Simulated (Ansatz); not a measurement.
## LuHg (Pm-3m): lattice vibrations

```xyz
2
Lattice="3.5893 0.0000 0.0000 0.0000 3.5893 0.0000 0.0000 0.0000 3.5893" Properties=species:S:1:pos:R:3 pbc="T T T"
Lu    1.7946    1.7946    1.7946
Hg    0.0000    0.0000    0.0000
```

The conventional cell has a = 3.589 Å, b = 3.589 Å, c = 3.589 Å, α = 90.00°, β = 90.00°, γ = 90.00°. Lu (atom 1) is surrounded by 8 Hg at 3.11 Å. Around Hg (atom 2) lie 8 Lu at 3.11 Å.

Unless marked otherwise, the numbers come from PBEsol, all-electron LAPW in Ansatz 0.2.0, scalar-relativistic. k mesh 12×12×12, Fermi-Dirac smearing of 0.080 eV, basis error target 1 meV/atom. The cell was relaxed by PAW under this functional.

Atoms are displaced by 0.01 Å in the smallest supercells that hold the wave vectors of a 2×2×2 mesh. Negative values stand for unstable modes.

What are the phonon energies at the solved wave vectors, in cm⁻¹?

```json
{"q": "0.000 0.000 0.000", "point": "Gamma", "modes (cm⁻¹)": "87.1 (×3)"}
{"q": "0.500 0.000 0.000", "point": "X", "modes (cm⁻¹)": "59.5 (×2), 71.1, 74.8 (×2), 113.2"}
{"q": "0.500 0.500 0.000", "point": "M", "modes (cm⁻¹)": "34.1 (×2), 53.6, 56.8, 119.5 (×2)"}
{"q": "0.500 0.500 0.500", "point": "R", "modes (cm⁻¹)": "61.8 (×3), 94.9 (×3)"}
```

Is the structure dynamically stable at these wave vectors?

Yes, no mode is unstable there; wave vectors off this mesh aren't tested.

How do the optical zone-centre modes decompose, and which are active?

Point group m-3m: Γ_opt = T1u.

```json
{"label": "T1u", "cm⁻¹": "87.1", "activity": "IR", "mostly": "Lu (53 %)"}
```

In a metal the activity is that of symmetry alone; free carriers screen the infrared modes.

How well do frozen-core PAW files reproduce these all-electron values?

With a cutoff of 420 eV and displacements of 0.0025 Å, the r.m.s. difference over the modes is 0.1 cm⁻¹; the largest difference is 86.9 (PAW) against 87.1 cm⁻¹ (LAPW).

Known limits: responses of metals move with mesh and smearing; no spin-orbit coupling on heavy atoms; the frozen-core PAW files of the compared runs were fitted under PBE, their cores solved anew for this functional.
